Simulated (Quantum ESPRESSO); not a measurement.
pw.x input (Quantum ESPRESSO 7.5; PBEsol, PseudoDojo standard norm-conserving files, scalar-relativistic):

```
&CONTROL
  calculation = 'scf'
  pseudo_dir = './pseudo'
  outdir = './out'
  tprnfor = .true.
  tstress = .true.
/
&SYSTEM
  ibrav = 0
  nat = 9
  ntyp = 3
  ecutwfc = 84.0
  ecutrho = 336.0
  occupations = 'smearing'
  smearing = 'fd'
  degauss = 0.002
  nbnd = 25
/
&ELECTRONS
  conv_thr = 9e-10
/
ATOMIC_SPECIES
H 1.0080 H.upf
Ca 40.0780 Ca.upf
Ru 101.0700 Ru.upf
CELL_PARAMETERS angstrom
  0.000000000000   3.596685000000   3.596685000000
  3.596685000000   0.000000000000   3.596685000000
  3.596685000000   3.596685000000   0.000000000000
ATOMIC_POSITIONS crystal
H   0.762900000000   0.762900000000   0.237100000000
H   0.237100000000   0.237100000000   0.762900000000
H   0.237100000000   0.762900000000   0.762900000000
H   0.762900000000   0.237100000000   0.237100000000
H   0.762900000000   0.237100000000   0.762900000000
H   0.237100000000   0.762900000000   0.237100000000
Ca   0.750000000000   0.750000000000   0.750000000000
Ca   0.250000000000   0.250000000000   0.250000000000
Ru   0.000000000000   0.000000000000   0.000000000000
K_POINTS automatic
6 6 6 0 0 0
```

End of the output:

```
     total energy              =    -363.94703487 Ry
     estimated scf accuracy    <       0.00000011 Ry
     total energy              =    -363.94703487 Ry
     estimated scf accuracy    <       0.00000004 Ry
     total energy              =    -363.94703488 Ry
     estimated scf accuracy    <          3.9E-09 Ry
[...]
     the Fermi energy is     7.4328 ev
!    total energy              =    -363.94703488 Ry
     estimated scf accuracy    <          5.6E-10 Ry
     smearing contrib. (-TS)   =      -0.00000000 Ry
     internal energy E=F+TS    =    -363.94703488 Ry
     The total energy is F=E-TS. E is the sum of the following terms:
     one-electron contribution =    -173.87367580 Ry
     hartree contribution      =      97.57766028 Ry
     xc contribution           =     -67.31953972 Ry
     ewald contribution        =    -220.33147964 Ry
     convergence has been achieved in  13 iterations
     Forces acting on atoms (cartesian axes, Ry/au):
     atom    1 type  1   force =     0.00000000    0.00000000   -0.00057669
     atom    2 type  1   force =    -0.00000000    0.00000000    0.00057669
     atom    3 type  1   force =    -0.00057669   -0.00000000    0.00000000
     atom    4 type  1   force =     0.00057669    0.00000000    0.00000000
     atom    5 type  1   force =     0.00000000   -0.00057669   -0.00000000
     atom    6 type  1   force =     0.00000000    0.00057669   -0.00000000
     atom    7 type  2   force =    -0.00000000    0.00000000   -0.00000000
     atom    8 type  2   force =    -0.00000000    0.00000000    0.00000000
     atom    9 type  3   force =     0.00000000    0.00000000    0.00000000
     Total force =     0.001413     Total SCF correction =     0.000011
     Computing stress (Cartesian axis) and pressure
          total   stress  (Ry/bohr**3)                   (kbar)     P=      -16.79
  -0.00011412  -0.00000000  -0.00000000          -16.79       -0.00       -0.00
  -0.00000000  -0.00011412  -0.00000000           -0.00      -16.79       -0.00
  -0.00000000  -0.00000000  -0.00011412           -0.00       -0.00      -16.79
```
In a gapped system the printed Fermi energy is only some level inside the gap.

Spin-orbit coupling is not included.

Geometry of the Materials Project entry, not relaxed at this level.
